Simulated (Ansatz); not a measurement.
Ansatz (a program for electronic structure) input:

Ansatz 0.2 input:
```yaml
crystal:
  lattice:
    - [0.0, 2.1783941554, 2.1783941554]
    - [2.1783941554, 0.0, 2.1783941554]
    - [2.1783941554, 2.1783941554, 0.0]
  atoms:
    - { symbol: C, position: [0.75, 0.75, 0.75] }
    - { symbol: Si, position: [0.0, 0.0, 0.0] }
kpoints:
  mp_grid: { grid: [9, 9, 9] }
basis: { xc_grid: 2 }
hamiltonian:
  xc: pbesol
  pseudopotentials: { kind: paw }
scf:
  occupations: { method: fixed }
output:
  optics: { e_range: [0.0, 15.0], de: 0.05, sigma: 0.1, bands: { spectra_wanted_up_to: 12 eV } }
```

Output (shortened):

```
output.optics: the spectra are integrated over the Brillouin zone by k·p interpolation around the k-points, where levels, occupations, output.optics.sigma and …
Pseudopotentials: kind: paw
Pseudopotential: C, paw, valence charge 4
Pseudopotential: Si, paw, valence charge 4
Functional definition: PBEsol
Crystal: 2 atoms, lattice volume = 20.675 Å³
Basis set: ecut = 420 eV, 411 PW (Γ), exchange–correlation on 48×48×48 points (8 copies of the dense FFT grid, shifted against one another)
Bands: 8, of which v1, the nominal top of the filled ones, is band 4 counted from 1 (3 counted from 0)
Symmetry: 24 space group operations
Space group: F-43m (ITA 216), of the structure as read, at distance tolerance 2.7e-5 Å
k-points: 35 of 729 (time reversal used)
PAW frozen core: C, regenerated for the run's functional, and the local potential with it
PAW frozen core: Si, regenerated for the run's functional, and the local potential with it
Initial wavefunctions: pseudopotential atomic-orbital guess
Eigensolver: davidson
Functional: x = pbesol(κ = 0.804, μ = 0.12345679012345678), c = pbesol(β = 0.046)
SCF iter   1: F=—  HF=-868.710615 eV  |F-HF|=—  |Δ(HF+E_count)|=         —  Δρ=8.20e-3  dr2=1.68e-2  ethr=1.77e-3  ⟨swp⟩=4.9  Hψ=1970  notcnv=0  defer=56
all-band conjugate gradients solve this SCF's bands
preconditioner: auto → none
SCF iter   2: F=—  HF=-868.706002 eV  |F-HF|=—  |Δ(HF+E_count)|=   4.61e-3  Δρ=2.39e-3  dr2=9.75e-4  ethr=2.10e-4  ⟨swp⟩=2.6  Hψ=694  notcnv=0  defer=64
SCF iter   3: F=—  HF=-868.705731 eV  |F-HF|=—  |Δ(HF+E_count)|=   2.71e-4  Δρ=7.38e-4  dr2=7.15e-5  ethr=1.22e-5  ⟨swp⟩=2.5  Hψ=476  notcnv=0  defer=64
SCF iter   4: F=—  HF=-868.705734 eV  |F-HF|=—  |Δ(HF+E_count)|=   2.52e-6  Δρ=1.01e-4  dr2=9.18e-7  ethr=8.94e-7  ⟨swp⟩=2.0  Hψ=420  notcnv=0  defer=1
SCF iter   5: F=—  HF=-868.705732 eV  |F-HF|=—  |Δ(HF+E_count)|=   1.88e-6  Δρ=7.68e-6  dr2=1.08e-8  ethr=1.15e-8  ⟨swp⟩=2.2  Hψ=402  notcnv=0
SCF iter   6: F=—  HF=-868.705732 eV  |F-HF|=—  |Δ(HF+E_count)|=   2.72e-9  Δρ=1.82e-6  dr2=4.32e-10  ethr=1.35e-10  ⟨swp⟩=2.0  Hψ=384  notcnv=0
SCF iter   7: F=-868.705732 eV  HF=-868.705732 eV  |F-HF|=4.55e-13  |Δ(HF+E_count)|=  6.08e-11  Δρ=4.06e-8  dr2=2.08e-13  ethr=1.00e-12  ⟨swp⟩=2.7  Hψ=1311  notcnv=0
SCF 1 converged in 7 iterations: F = -868.705732 eV  dr2 = 2.08e-13
NSCF: frozen V_eff on 35 k-points
Optics k sum: 0 of 35 k-points
Optics k sum: 2 of 35 k-points
Optics k sum: 4 of 35 k-points
Optics k sum: 6 of 35 k-points
Optics k sum: 7 of 35 k-points
Optics k sum: 9 of 35 k-points
Optics k sum: 11 of 35 k-points
Optics k sum: 13 of 35 k-points
Optics k sum: 14 of 35 k-points
Optics k sum: 16 of 35 k-points
Optics k sum: 18 of 35 k-points
Optics k sum: 20 of 35 k-points
Optics k sum: 21 of 35 k-points
Optics k sum: 23 of 35 k-points
Optics k sum: 25 of 35 k-points
Optics k sum: 27 of 35 k-points
Optics k sum: 28 of 35 k-points
Optics k sum: 30 of 35 k-points
Optics k sum: 32 of 35 k-points
Optics k sum: 34 of 35 k-points
Optics k sum: 35 of 35 k-points
Optics k sum: 0 of 35 k-points
Optics k sum: 2 of 35 k-points
Optics k sum: 4 of 35 k-points
Optics k sum: 6 of 35 k-points
Optics k sum: 7 of 35 k-points
Optics k sum: 9 of 35 k-points
Optics k sum: 11 of 35 k-points
Optics k sum: 13 of 35 k-points
Optics k sum: 14 of 35 k-points
Optics k sum: 16 of 35 k-points
Optics k sum: 18 of 35 k-points
Optics k sum: 20 of 35 k-points
Optics k sum: 21 of 35 k-points
Optics k sum: 23 of 35 k-points
Optics k sum: 25 of 35 k-points
Optics k sum: 27 of 35 k-points
Optics k sum: 28 of 35 k-points
Optics k sum: 30 of 35 k-points
Optics k sum: 32 of 35 k-points
Optics k sum: 34 of 35 k-points
Optics k sum: 35 of 35 k-points
NSCF: frozen V_eff on 1 k-points
NSCF: frozen V_eff on 1 k-points
NSCF: frozen V_eff on 1 k-points
NSCF: frozen V_eff on 1 k-points
output.optics: what the bands over the 12 summed would add to eps1, eps2 and the energy-loss function is held between a lower and an upper bound (5 Lanczos …
SCF converged after 7 iterations
Free energy (F): -868.705732 eV
Harris-Foulkes:  -868.705732 eV  (|F-HF|=4.55e-13)
Internal energy: -868.705732 eV  (E = F + TS)
E sigma→0 (E₀):  -868.705732 eV
Fermi energy:    9.429098 eV
--- Per-component energies (eV) ---
  E_band       = 28.140483
  E_kinetic    = 135.298626
  E_local      = -103.743985  (includes V_loc(G=0)·N_el)
  E_nonlocal   = 51.990260
  E_hartree    = 31.529139
  E_xc         = -104.624091
  E_vxc        = -109.153391  (∫ρ·V_xc dr)
  E_paw        = -594.345370  (= ΣΔE_a)
  E_vpaw       = -9.309318  (= ΣTr[D̂ρ^β])
  E_aug_tail   = 0.000011  (compensation charges beyond the density's cutoff)
  E_ewald      = -284.862983
  E_core_change = 0.052661  (= ΣΔE_core)
  E_smearing   =  0.000000  (= −TS)
  E_closure    = 0.000000  (closes the sum)
  Σ components = -868.705732   (vs F -868.705732, Δ=0.00e0)
  [band-id]    e_kinetic+e_local+e_nonlocal+2·e_hartree+e_vxc+e_vpaw+e_augmentation_tail = 28.140480   (vs E_band 28.140483, Δ=-2.49e-6)
--- Band table (eV; the first three rows and the last of 35) ---
  k-point 0: bands = ["-5.9988", "9.4291", "9.4291", "9.4291", "15.6060", "16.6773", "16.6773", "16.6773"]
  k-point 1: bands = ["-5.7566", "8.2088", "9.2656", "9.2656", "15.8587", "16.9691", "16.9691", "17.0566"]
  k-point 2: bands = ["-5.0435", "5.7649", "8.9107", "8.9107", "15.4717", "17.2958", "17.2958", "18.4090"]
  k-point 34: bands = ["-0.9300", "2.4221", "4.2769", "5.2598", "14.4062", "18.1281", "18.3945", "20.5577"]
  band table: 8 of 8 bands, residual norms ≤ 1.0e-3 eV
```

Cost: about 7 core-seconds (a rough figure) on shared cores.

Symmetry was held in the PBEsol relaxation.

Potentials: the later of the program's two PAW sets.

Ansatz is a plane-wave DFT program.
